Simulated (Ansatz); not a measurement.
Fe$_{3}$Ni (Cu3Au type, space group No. 221) at seven volumes, DFT-r²SCAN in the program Ansatz with PAW potentials, scaled uniformly. One row is withheld.

```tsv
V (Å³/atom)	P (GPa)
10.605	19.71
10.955	12.50
11.305	5.98
11.654	0.02
12.004	-5.07
12.354	-9.39
12.703	?
```

**Question.** Fit the shown pressures and predict the withheld one.

**Answer.** Third-order Birch–Murnaghan: P = (3/2)B₀(x^(7/2) − x^(5/2))[1 + (3/4)(B′ − 4)(x − 1)] with x = (V₀/V)^(2/3). Least squares on the six rows gives V₀ = 11.663 Å³/atom, B₀ = 180.2 GPa, B′ = 3.07. At V = 12.703, x = 0.9446 and P = -13.48 GPa. The run itself gave -12.95 GPa.

Space group Pm-3m (Cu3Au type). The workflow started from a Materials Project entry (that database holds measured and hypothetical structures alike); the Crystallography Open Database copy checked does not list it. Whether it is the stable phase at ambient conditions was not checked. The cell was relaxed with r²SCAN under the symmetry of its start; its stability against distortions is not shown here. The final state is ferromagnetic, chosen from 5 collinear starts compared on coarse meshes (ties went to the first, and starts can fall back to one state), not a proven ground state. Other orbital occupations within this spin state were not tried.

Potentials: the later of the program's two PAW sets.
